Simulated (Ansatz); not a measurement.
HfN (rock salt, Fm-3m), a = 4.5018 Å, b = 4.5018 Å, c = 4.5018 Å, α = 90.00°, β = 90.00°, γ = 90.00°; the cell used has 2 atoms.

Relaxed with PBEsol.

Q: Decompose the optical modes at the zone centre into irreducible representations, and say which are infrared and Raman allowed.

A: Point group m-3m: Γ_opt = T1u. Infrared: T1u. Raman: none.

Q: Assign frequencies (DFPT, PBEsol in the plane-wave PAW code Ansatz).

A: T1u 502 cm⁻¹.

The cell was relaxed with PBEsol under the symmetry of its start; of distortions, only those at the zone centre were tested. No spin polarisation was allowed. With an odd number of electrons in the cell and no spin polarisation, the count alone makes it a metal. As this level gives no gap, phonon frequencies hold no LO–TO term and depend on the k-mesh and smearing (Fermi–Dirac, 0.1 eV here). Scalar-relativistic: spin–orbit coupling is off unless named, which matters more the heavier the elements.

Potentials: the earlier of the program's two PAW sets.
